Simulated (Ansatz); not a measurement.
The relaxed structure here is a generated cell of Ir: the first start was made by placing the elements on the sites of a structure type, and the end was not matched to a known phase here, so it may be hypothetical. Known forms of Ir include space group No. 225.

A relaxed structure of Ir. Space group Im-3m (No. 229), bcc (W type). Calculation: r2SCAN (plane waves to 500 eV, PAW, scalar-relativistic; Ansatz, a first-principles code).

```cif
data_Ir2
_chemical_formula_sum 'Ir2'
_space_group_name_H-M_alt 'Im-3m'
_space_group_IT_number 229
_space_group_name_Hall '-I 4 2 3'
_cell_length_a 3.08785
_cell_length_b 3.08785
_cell_length_c 3.08785
_cell_angle_alpha 90.000
_cell_angle_beta 90.000
_cell_angle_gamma 90.000
loop_
_atom_site_label
_atom_site_type_symbol
_atom_site_symmetry_multiplicity
_atom_site_Wyckoff_symbol
_atom_site_fract_x
_atom_site_fract_y
_atom_site_fract_z
_atom_site_occupancy
Ir1 Ir 2 a 0.00000 0.00000 0.00000 1
```
(The calculation used a cell of 1 atom; values per cell refer to that cell.)

- Volume per atom: 14.72 Å³
- Band gap: no gap (metallic)
- Shortest distances: Ir–Ir 2.67 Å
- k-mesh: 21×21×21

No spin polarisation in the result. A magnetic state may lie lower.

The run could not lose the symmetry of its start: the end is stationary, and may be a saddle point rather than a minimum.
